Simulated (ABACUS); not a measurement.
Consider a self-consistent single point of Au (C2/m, 1 atom in the cell; from Materials Project mp-81, changed as shown).

```
CELL_PARAMETERS angstrom
      0.00000     2.06479     2.06479
      2.08564     0.00000     2.08564
      2.08564     2.08564     0.00000
ATOMIC_POSITIONS crystal
  Au 0.00000 0.00000 0.00000
```

All values come from this method and carry its errors: PBE, numerical atomic orbitals TZDP (confined pseudo-atomic orbitals with Gaussian additions; energy shift 0.01 Ry), PseudoDojo 0.5 standard norm-conserving PBE (tails mended) pseudopotentials (ABACUS).

ABACUS settings:

- basis: TZDP numerical atomic orbitals, energy shift 0.01 Ry
- KPT: Gamma 18 18 18 0 0 0
- basis_type: lcao
- dft_functional: PBE
- ecutwfc: 100 Ry
- smearing_method: fd
- smearing_sigma: 0.00734986 Ry
- potentials: PseudoDojo 0.5 standard norm-conserving PBE (tails mended)
- symmetry: 1
- symmetry_prec: 1e-05
- ks_solver: genelpa
- scf_nmax: 100
- scf_thr: 1.0e-07
- mixing_type: broyden

Results:

```
Item                                                     Result
------------------------------------------------  -------------
Number of valence electrons                                  19
Number of bands                                              20
Number of k-points after the program's reduction           1550
Size of the basis                                            39
Number of SCF iterations                                      7
Free energy E − TS                                -4032.6140 eV
Fermi level (on the code's own zero)                   19.23 eV
Pressure                                              -0.02 GPa
```

Stress (GPa, positive for compression):
```
-0.06  -0.14  -0.14
-0.14   0.00   0.28
-0.14   0.28   0.00
```

For comparison: a first run was changed to give this one (lattice vector a scaled by 0.99), and from it to this one the free energy hardly moves (within 1 meV/atom) and the pressure goes from -1.31 to -0.02 GPa.

The atom-centred basis is finite, which shifts total energies and pressures against plane waves. The structure comes from a collection of computed structures, made at another level of theory; the collection holds predicted forms beside known ones.

Cost on one core: very roughly 30 core-seconds.

The atomic orbitals were generated for these runs; they are not ABACUS's published sets and were checked against plane waves on a few crystals only.

“Tails mended”: in these copies of the files the far tail of each local potential was reset to the Coulomb form.
